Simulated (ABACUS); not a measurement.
Consider a self-consistent single point of In2Se3 (P-1, 5 atoms in the cell; from Materials Project mp-1017565, changed as shown).

```
In2Se3
1.0
    3.89590     0.00000     0.00000
    1.94638     3.37515     0.00000
    0.01611     0.02777     9.66679
In Se
2 3
Cartesian
  1.96140   1.15038   7.83368
  3.89699   2.25254   1.83311
  0.00000   0.00000   0.00000
  1.94887   1.12677   3.12866
  3.90952   2.27615   6.53814
```

Method: LDA (PW92), numerical atomic orbitals DZP (confined pseudo-atomic orbitals with Gaussian additions; energy shift 0.003 Ry), PseudoDojo 0.4 standard norm-conserving LDA (tails mended) pseudopotentials run with ABACUS.

ABACUS settings:

```
setting                                                               value
---------------  ----------------------------------------------------------
basis                  DZP numerical atomic orbitals, energy shift 0.003 Ry
KPT                                                       Gamma 5 5 2 0 0 0
basis_type                                                             lcao
dft_functional                                                        PWLDA
ecutwfc                                                              100 Ry
smearing_method                                                          fd
smearing_sigma                                                0.00734986 Ry
potentials       PseudoDojo 0.4 standard norm-conserving LDA (tails mended)
symmetry                                                                  1
ks_solver                                                           genelpa
scf_nmax                                                                100
scf_thr                                                             1.0e-07
mixing_type                                                         broyden
mixing_beta                                                             0.7
```

Results:

* **Number of valence electrons**: 74
* **Number of bands**: 47
* **Number of k-points after the program's reduction**: 26
* **Size of the basis**: 125
* **Number of SCF iterations**: 10
* **Free energy E − TS**: -13499.6716 eV
* **Pressure**: 1.88 GPa
* **Largest force (vector length)**: 0.498 eV/Å

Forces (eV/Å):
```csv
atom,Fx,Fy,Fz
In1,0.003,0.004,0.330
In2,-0.003,-0.004,-0.330
Se3,0.000,0.000,0.000
Se4,0.002,0.002,0.498
Se5,-0.002,-0.002,-0.498
```

Stress (GPa, positive for compression):
```
 2.19   0.01  -0.01
 0.01   2.19  -0.01
-0.01  -0.01   1.24
```

For comparison: a first run was changed to give this one (lattice scaled by 0.98), and from it to this one the free energy goes down by 2.1 meV/atom, the pressure goes from -2.06 to 1.88 GPa and the largest force goes from 0.130 to 0.498 eV/Å.

The atom-centred basis is finite, which shifts total energies, pressures and forces against plane waves. The structure comes from a collection of computed structures, made at another level of theory; the collection holds predicted forms beside known ones.

Cost on one core: around 80 core-seconds (rough).

The atomic orbitals were generated for these runs; they are not ABACUS's published sets and were checked against plane waves on a few crystals only.

“Tails mended”: in these copies of the files the far tail of each local potential was reset to the Coulomb form.
